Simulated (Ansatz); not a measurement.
Task: Each is relaxed and computed with PBEsol in the plane-wave PAW code Ansatz. Which is the only one with a gap?
A. NaBPt3, P6/mmm (B on 2d, Pt on 6i, Na on 1a, Na on 1b)
B. LuH2, fluorite
C. Ni2H, P-3m1 (Ni on 2d, H on 1a)
D. NaHO, P2_1/m (Na on 2e, H on 2e, O on 2e)

Result: D, NaHO, P2_1/m (Na on 2e, H on 2e, O on 2e). NaHO: gap 3.00 eV; LuH2: metal; Ni2H: metal; NaBPt3: metal. Spin orders computed, not proven ground states: Ni2H, P-3m1 (Ni on 2d, H on 1a) ferromagnetic. Standing as an ambient phase not checked: NaHO, P2_1/m (Na on 2e, H on 2e, O on 2e); LuH2, fluorite; Ni2H, P-3m1 (Ni on 2d, H on 1a); NaBPt3, P6/mmm (B on 2d, Pt on 6i, Na on 1a, Na on 1b). All cells were relaxed under the symmetry of their starts (and spin orders); stability against distortions was not tested throughout. Rows with no word on spin ran without spin polarisation. Spin–orbit coupling is left out wherever it is not named.

Potentials: the later of the program's two PAW sets.
